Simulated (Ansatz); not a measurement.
CaO₂:
Space group I4/mmm (No. 139); a = 3.247 Å, b = 3.247 Å, c = 6.759 Å, α = 90.00°, β = 90.00°, γ = 90.00°

| atom | site | symmetry | x | y | z |
|---|---|---|---|---|---|
| Ca | 2b | 4/mmm | 0.0000 | 0.0000 | 0.5000 |
| O | 4e | 4mm | 0.0000 | 0.0000 | 0.1102 |
(The calculation used a cell of 3 atoms; values per cell refer to that cell.)

Relaxed with PBEsol.

### Question
Give the optical modes at the zone centre with their infrared activity from DFPT, PBEsol (plane waves, PAW; program Ansatz).

### Answer
Transverse frequencies, without the LO–TO term; a row sums one degenerate level.

```tsv
ω (cm⁻¹)	degeneracy	IR ((D/Å)²/amu)	activity	symmetry
94i	2	0.00	IR-inactive	Eg
112	1	7.10	IR	A2u
253	2	18.97	IR	Eu
915	1	0.00	IR-inactive	A1g
```

### Question
How high does the top mode go among those that the LO–TO term moves?

### Answer
478 cm⁻¹ for q along x, 478 cm⁻¹ for q along y, 364 cm⁻¹ for q along z.

The first step of the workflow began from a Materials Project structure, measured or hypothetical; the Crystallography Open Database copy checked does not list it. Whether it is the stable phase at ambient conditions was not checked. The cell was relaxed with PBEsol under the symmetry of its start. At this level the phase is dynamically unstable (imaginary phonons).

Potentials: the later of the program's two PAW sets.
